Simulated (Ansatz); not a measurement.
NiSe:
```yaml
crystal:
  lattice:
    - [3.65002, 0.00000, 0.00000]
    - [-1.82501, 3.16101, 0.00000]
    - [0.00000, 0.00000, 5.09909]
  atoms:
    - { symbol: Se, position: [0.33333, 0.66667, 0.25000] }
    - { symbol: Se, position: [0.66667, 0.33333, 0.75000] }
    - { symbol: Ni, position: [0.00000, 0.00000, 0.00000] }
    - { symbol: Ni, position: [0.00000, 0.00000, 0.50000] }
```

Relaxed with PBEsol.

Map the valence electron density (e/Å³), cut off at 3 on the plane through (0.333, 0.667, 0.250) spanned by u = [0, 0, 1] and v = [1, -1, 0] in lattice vectors, from plane-wave PAW PBEsol (Ansatz code).

x is the fraction of u, y of v (the angle between them is 90°; rows are the nearest grid lines); atoms in the plane: Se at (0.00, 0.00), Se at (0.50, 0.33), Ni at (0.75, 0.67), Ni at (0.25, 0.67).
```
|99992100000000000000129999|
|99972100000000000000127999|
|98521100000000000000112589|
|33211000000000000000011233|
|11111111100000000111111111|
|00112355310000001355321100|
|00126999941000014999962100|
|01279999993100139999997210|
|01289999994100149999998210|
|00139999951100115999993100|
|00013687421000012478631000|
|00001122111111111122110000|
|00000000112222221100000000|
|00000000123466432100000000|
|00000000125999952100000000|
|00000001149999994110000000|
|00000001149999994110000000|
|00000000124999942100000000|
|00000000112344321100000000|
|00000000001111110000000000|
|32211000000000000000011223|
|98421000000000000000012489|
|99972100000000000000127999|
|99992100000000000000129999|
```
Scale: ten equal steps from 0.040 (start of '0') to 3.00 (end of '9'), in the order '0123456789'; x runs from 0.000 to 1.00, y from 0.000 (bottom) to 1.00 (top).

The density is the valence pseudo-density with augmentation charge, so density and ELF within about 1 Å of a nucleus are not all-electron values.

Space group P6_3/mmc (NiAs type). The workflow started from an entry of the Crystallography Open Database (COD, 293 K). Whether it is the stable phase at ambient conditions was not checked. The PBEsol relaxation kept the symmetry of its start; whether a distortion lowers the energy is not shown. The workflow began spin-polarised and lost its moments.

Potentials: the later of the program's two PAW sets.
